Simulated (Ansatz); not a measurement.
Consider the following.

K$_{2}$Te$_{2}$Pd:
```cif
data_K2PdTe2
_chemical_formula_sum 'K2 Te2 Pd1'
_space_group_name_H-M_alt 'P 1'
_space_group_IT_number 1
_cell_length_a 6.73207
_cell_length_b 6.73207
_cell_length_c 6.73207
_cell_angle_alpha 145.516
_cell_angle_beta 109.599
_cell_angle_gamma 80.810
loop_
_space_group_symop_operation_xyz
  'x, y, z'
loop_
_atom_site_label
_atom_site_type_symbol
_atom_site_fract_x
_atom_site_fract_y
_atom_site_fract_z
_atom_site_occupancy
K1 K 0.29744 0.79744 0.50000 1
K2 K 0.70256 0.20256 0.50000 1
Te1 Te 0.77762 0.50000 0.27762 1
Te2 Te 0.22238 0.50000 0.72238 1
Pd1 Pd 0.00000 0.00000 0.00000 1
```

This is the PBEsol-relaxed structure.

**Question.** All from PBEsol (plane waves, PAW; program Ansatz), unless another level is named. Predict the electron effective mass.

**Answer.** 0.24, 0.27, 3.2 mₑ (principal values).

**Question.** What about the smallest direct gap on the standard path?

**Answer.** 1.11 eV.

**Question.** What about the band gap?

**Answer.** 0.34 eV (indirect).

Space group Immm. The first step of the workflow began from a Materials Project structure, measured or hypothetical; the Crystallography Open Database copy checked does not list it. Whether it is the stable phase at ambient conditions was not checked. The PBEsol relaxation kept the symmetry of its start; whether a distortion lowers the energy is not shown. The run is not spin-polarised. Spin–orbit coupling is left out wherever it is not named.

Potentials: the later of the program's two PAW sets.
